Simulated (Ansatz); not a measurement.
## How the vibrations of TiCd change with volume

Level of theory: DFT LDA, scalar-relativistic, plane waves, PAW in Ansatz 0.2.0. Plane waves to 420 eV; Γ-centred k mesh 14×14×6; Fermi-Dirac smearing of 0.15 eV. No spin polarisation. Phonons by linear response, acoustic sum rule imposed.

The cell, relaxed at this level:
Space group P4/nmm:1 (No. 129). a = 2.829 Å, b = 2.829 Å, c = 8.754 Å, α = 90.00°, β = 90.00°, γ = 90.00°
```
atom site symmetry x y z
  Ti    2c       4mm  0.0000  0.5000  0.6114
  Cd    2c       4mm  0.0000  0.5000  0.1329
```

In a metal, frequencies depend on the k mesh and the smearing, soft modes most.

Cells at 0.98 and 1.02 times the equilibrium volume were relaxed in shape and atoms; γ = −d ln ν / d ln V, modes matched by rank.

Q: Give the optical frequencies at Γ (cm⁻¹) at the three volumes and the mode Grüneisen parameters.

A:
```csv
0.98 V,V,1.02 V,γ,degeneracy
71,67,63,2.91,2
111,107,103,1.90,2
135,128,121,2.64,1
168,161,154,2.13,1
180,176,172,1.14,2
282,274,267,1.41,1
```

Q: What pressures hold the two strained cells, and what bulk modulus follows?

A: 2.24 GPa at 0.98 V and -1.99 GPa at 1.02 V, so B = −dP/d ln V ≈ 106 GPa.